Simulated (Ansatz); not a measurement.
CuI:
```cif
data_CuI
_chemical_formula_sum 'I1 Cu1'
_space_group_name_H-M_alt 'P 1'
_space_group_IT_number 1
_cell_length_a 4.25883
_cell_length_b 4.25883
_cell_length_c 4.25883
_cell_angle_alpha 60.000
_cell_angle_beta 60.000
_cell_angle_gamma 60.000
loop_
_space_group_symop_operation_xyz
  'x, y, z'
loop_
_atom_site_label
_atom_site_type_symbol
_atom_site_fract_x
_atom_site_fract_y
_atom_site_fract_z
_atom_site_occupancy
I1 I 0.75000 0.75000 0.75000 1
Cu1 Cu 0.00000 0.00000 0.00000 1
```

Relaxed with r²SCAN. Plane-wave PAW r²SCAN (Ansatz code) gives a gap of 1.67 eV.

What gap does HSE06 give on the same cell (Ansatz, PAW)?

2.67 eV, 1.00 eV more. The hybrid was solved on a coarser mesh and at special points; its gap is the smallest among all of these.

| k | v1 r²SCAN | c1 r²SCAN | v1 HSE06 | c1 HSE06 |
|---|---|---|---|---|
| Γ | 0.00 | 1.67 | 0.00 | 2.67 |
| X | -1.56 | 2.90 | … | … |
| L | -0.74 | 2.57 | … | … |
| W | -1.31 | 4.87 | … | … |
| K | -1.30 | 3.36 | … | … |

Top valence (v1) and lowest conduction level (c1) in eV from each method's valence maximum (which need not be a listed point): supply the withheld HSE06 values.


- X, v1 HSE06: -2.02
- X, c1 HSE06: 3.84
- W, v1 HSE06: -1.76
- W, c1 HSE06: 5.89
- L, v1 HSE06: -0.87
- L, c1 HSE06: 3.62
- K, v1 HSE06: -1.65
- K, c1 HSE06: 4.38

Cost on shared cores: the r²SCAN run (SCF on a 8×8×8 mesh, then bands and DOS) around 60 core-seconds (rough), the HSE06 run (SCF on 6×6×6, then a few points) very roughly 3 core-minutes; the tasks are unlike.

Space group F-43m (zinc blende). The cell was relaxed with r²SCAN under the symmetry of its start; phonons on a q-mesh show no instability. No spin polarisation was allowed. Spin–orbit coupling is left out wherever it is not named.

Potentials: the later of the program's two PAW sets.
